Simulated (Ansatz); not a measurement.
The cell comes from COD entry 9008594, which wasn't checked; take it as a given geometry.

Br: DFT, PBE, PAW with Ansatz's default frozen-core files, scalar-relativistic (Ansatz 0.2.0).

Command: `ansatz run input.yaml --threads 1 --pin off --max-ram 4096MiB --backend cpu --events-out ev --progress --plain --runs-dir out` The run took 36 s on 1 thread of Arm Neoverse V2, with other jobs on the host, peak memory 0.41 GiB.

```yaml
crystal:
  lattice:
    - [3.335, -2.24, 0.0]
    - [3.335, 2.24, 0.0]
    - [0.0, 0.0, 8.72]
  atoms:
    - { symbol: Br, position: [0.135, 0.865, 0.11] }
    - { symbol: Br, position: [0.635, 0.365, 0.39] }
    - { symbol: Br, position: [0.865, 0.135, 0.89] }
    - { symbol: Br, position: [0.365, 0.635, 0.61] }
kpoints:
  mp_grid: { grid: [7, 7, 3] }
  band_path:
    path:
      - [0.0, 0.0, 0.0]
      - [0.5, 0.5, 0.0]
      - [0.3627831886, 0.6372168114, 0.0]
      - [-0.3627831886, 0.3627831886, 0.0]
      - [0.0, 0.0, 0.0]
      - [0.0, 0.0, 0.5]
      - [-0.3627831886, 0.3627831886, 0.5]
      - [0.3627831886, 0.6372168114, 0.5]
      - [0.5, 0.5, 0.5]
    npoints: 14
scf:
  occupations: { method: fermi_dirac, width: 0.01 }
hamiltonian:
  xc: pbe
  pseudopotentials: { kind: paw }
output:
  forces: true
  stress: true
  eigenvalues: true
  efg: { contact_densities: true }
  populations: true
  bader: true
  dos: { projected: true, de: 0.2, e_range: [-14, 8] }
  write_density: true
  write_potential: true
  elf: true
  volumetric_format: npy
```

Output:

```
Engine: ansatz 0.2.0
Pseudopotentials: kind: paw
Pseudopotential: Br, paw, valence charge 7, recommended cutoff 420 eV (normal)
Functional definition: PBE
  parameter kappa = 0.804
  parameter beta = 0.06672455060314922
  exchange = pbe_x(kappa = kappa, mu = beta*pi^2/3)
  correlation = pbe_c(beta = beta)
Crystal: 4 atoms, lattice volume = 130.284 Å³
Basis set: ecut = 420 eV, 2565 PW (Γ), exchange–correlation on 54×54×120 points (8 copies of the dense FFT grid, shifted against one another)
Bands: 18, of which v1, the nominal top of the filled ones, is band 14 counted from 1 (13 counted from 0)
Symmetry: 8 space group operations
Space group: Cmce (ITA 64), of the structure as read, at distance tolerance 5.1e-5 Å
k-points: 32 of 147
Non-local potential: Br, projectors of the file, l = 0: 2, l = 1: 2, l = 2: 2
PAW form: soft (Blöchl's): semilocal exchange-correlation on the pseudo side does not see the compensation charge
PAW one-centre angular grid: Br, 110 points (default); XC on 64 Gauss nodes
Initial density: superposition of atomic densities (neutral atoms: chi_scale 0, normalization atom), corrected by the library's trained network
Initial wavefunctions: pseudopotential atomic-orbital guess
Functional: x = pbe(κ = 0.804, μ = 0.2195149727645171), c = pbe(β = 0.06672455060314922)
SCF iter   1: F=—  HF=-11132.475916 eV  |F-HF|=—  |Δ(HF+E_count)|=         —  Δρ=1.23e-3  dr2=1.16e-3  ethr=1.77e-3  ⟨swp⟩=7.5  Hψ=3601  notcnv=0
preconditioner: auto → Resta (q_TF=auto, 2.112 Å⁻¹)  ε∞=3.6  [insulator: Δε(μ)=1.893 eV  Ē_g=10.639 eV  σ=0.010 eV  W_gap=1.00  n_scr=22 (ndim 8)  ℏωp=17.2 eV  f_vac=0.000  D(μ)=0.00/eV (n_scr^D=0)  ε∞_Penn≈3.6]
SCF iter   2: F=—  HF=-11132.477403 eV  |F-HF|=—  |Δ(HF+E_count)|=   1.49e-3  Δρ=6.46e-4  dr2=3.08e-4  ethr=4.13e-6  ⟨swp⟩=3.1  Hψ=1575  notcnv=0
SCF iter   3: F=—  HF=-11132.477779 eV  |F-HF|=—  |Δ(HF+E_count)|=   3.77e-4  Δρ=1.17e-4  dr2=1.54e-5  ethr=1.10e-6  ⟨swp⟩=2.0  Hψ=1065  notcnv=0
SCF iter   4: F=—  HF=-11132.477817 eV  |F-HF|=—  |Δ(HF+E_count)|=   3.79e-5  Δρ=3.76e-5  dr2=2.06e-6  ethr=5.50e-8  ⟨swp⟩=2.9  Hψ=1141  notcnv=0
iter 5 did not close the SCF: its close was put off for the readings that it lacked (scf_convergence_deferred on its scf_iter line)
SCF iter   5: F=-11132.477820 eV  HF=-11132.477819 eV  |F-HF|=1.12e-7  |Δ(HF+E_count)|=   2.08e-6  Δρ=8.30e-6  dr2=9.31e-8  ethr=7.34e-9  ⟨swp⟩=2.0  Hψ=895  notcnv=0
SCF iter   6: F=-11132.477820 eV  HF=-11132.477820 eV  |F-HF|=2.02e-9  |Δ(HF+E_count)|=   1.30e-7  Δρ=1.63e-6  dr2=3.72e-9  ethr=3.32e-10  ⟨swp⟩=7.1  Hψ=4275  notcnv=0
SCF 1 converged in 6 iterations: F = -11132.477820 eV  dr2 = 3.72e-9
  greatest PAW one-centre occupation: 0.924 electrons in one spin orbital (limit 2), on the Br atom at site 3 (counted from 0), in its partial waves of l = 0
NSCF: frozen V_eff on 113 k-points
SCF converged after 6 iterations
Free energy (F): -11132.477820 eV
Harris-Foulkes:  -11132.477820 eV  (|F-HF|=2.02e-9)
Internal energy: -11132.477820 eV  (E = F + TS)
E sigma→0 (E₀):  -11132.477820 eV
Fermi energy:    2.911067 eV
--- Per-component energies (eV) ---
  E_band       = -103.013207
  E_kinetic    = 529.098379
  E_local      = -920.118773  (includes V_loc(G=0)·N_el)
  E_nonlocal   = 281.670047
  E_hartree    = 231.022170
  E_xc         = -1052.861705
  E_vxc        = -407.917097  (∫ρ·V_xc dr)
  E_paw        = -8987.961585  (= ΣΔE_a)
  E_vpaw       = -47.789770  (= ΣTr[D̂ρ^β])
  E_aug_tail   = 0.000000  (compensation charges beyond the density's cutoff)
  E_ewald      = -1213.326353
  E_smearing   = -0.000000  (= −TS)
  E_closure    = 0.000000  (closes the sum)
  Σ components = -11132.477820   (vs F -11132.477820, Δ=0.00e0)
--- Forces (eV/Å), atoms counted from 1 ---
  atom   1  Br    -0.00000000    -0.58168666     1.04979089
  atom   2  Br    -0.00000000    -0.58168666    -1.04979089
  atom   3  Br     0.00000000     0.58168666    -1.04979089
  atom   4  Br     0.00000000     0.58168666     1.04979089
  max |Σ_I F_I| component: 0.00e0 eV/Å
--- Stress (GPa, compression-positive) ---
        1.555770       0.000000       0.000000
        0.000000       2.266919       0.000000
        0.000000       0.000000       4.787284
  P = ⅓ Tr σ = 2.8700 GPa (28.700 kbar)
--- PAW observables at the nuclei: V_zz in 10²¹ V/m², potentials from the cell's mean, atoms counted from 1 ---
  atom   1  Br V_zz =   +98.207296   η = 0.1477   by run symmetry: allowed
            electrostatic potential = -4904.038289 V   contact ρ = 293257.417774 e/Å³
  atom   2  Br V_zz =   +98.207296   η = 0.1477   by run symmetry: allowed
            electrostatic potential = -4904.038289 V   contact ρ = 293257.417774 e/Å³
  atom   3  Br V_zz =   +98.207296   η = 0.1477   by run symmetry: allowed
            electrostatic potential = -4904.038289 V   contact ρ = 293257.417774 e/Å³
  atom   4  Br V_zz =   +98.207296   η = 0.1477   by run symmetry: allowed
            electrostatic potential = -4904.038289 V   contact ρ = 293257.417774 e/Å³
--- Band table (eV; the first three rows and the last of 32) ---
  k-point 0: bands = ["-14.1512", "-13.8107", "-11.2251", "-10.4613", "-3.1587", "-1.9699", "-0.2262", "-0.2140", "0.2290", "0.3041", "0.9905", "1.5632", "1.9435", "1.9596", "3.8555", "4.7543", "7.9937", "8.5542"]
  k-point 1: bands = ["-14.0773", "-13.9090", "-11.0287", "-10.6494", "-2.9092", "-2.3422", "-0.0795", "0.0158", "0.2474", "0.2849", "0.9636", "1.3104", "1.9480", "1.9560", "3.9760", "4.4102", "8.3973", "8.7200"]
  k-point 2: bands = ["-14.1031", "-13.7926", "-11.1871", "-10.5022", "-3.1543", "-2.0763", "-0.5330", "-0.4376", "0.0907", "0.1503", "1.2222", "1.6686", "1.8629", "1.8672", "3.8672", "4.6910", "8.4750", "8.8681"]
  k-point 31: bands = ["-13.8251", "-13.7066", "-10.8709", "-10.6240", "-2.8045", "-2.4946", "-1.6372", "-1.3013", "-0.7379", "-0.4487", "0.9334", "0.9628", "1.3722", "1.5770", "4.0378", "4.2871", "9.7865", "9.9534"]
--- Löwdin populations: 4 sites ---
  site symbol       q [e]
     0     Br      6.9602
     1     Br      6.9602
     2     Br      6.9602
     3     Br      6.9602
  spilling = 0.005684 (of n_electrons = 28.000000)
--- Bader charges: 4 sites ---
  site symbol  charge [e]  shift [e]
     0     Br      0.0000     0.0000
     1     Br      0.0000     0.0000
     2     Br      0.0000     0.0000
     3     Br      0.0000     0.0000
  estimated error of the sums over rays = 5.3e-5 e
```

populations.tsv:

```
# site	symbol	l	j	q
# orbitals = lowdin
# n_electrons = 28.000000
# spilling = 0.005684
0	Br	0_4S	-	1.950036
0	Br	1_4P	-	5.010176
1	Br	0_4S	-	1.950036
1	Br	1_4P	-	5.010176
2	Br	0_4S	-	1.950036
2	Br	1_4P	-	5.010176
3	Br	0_4S	-	1.950036
3	Br	1_4P	-	5.010176
```

bader_charges.tsv:

```
# site	symbol	x_ang	y_ang	z_ang	partial_charge_e	electrons	volume_ang3	relative_density_drop	shared_charge_e	partial_wave_shift_e
# quadrature_error_electrons = 5.3e-5
0	Br	3.3350	1.6352	0.9592	0.00000	35.00000	32.57	-	0.00000	0.00000
1	Br	3.3350	-0.6048	3.4008	0.00000	35.00000	32.57	-	0.00000	0.00000
2	Br	3.3350	-1.6352	7.7608	0.00000	35.00000	32.57	-	0.00000	0.00000
3	Br	3.3350	0.6048	5.3192	0.00000	35.00000	32.57	-	0.00000	0.00000
```
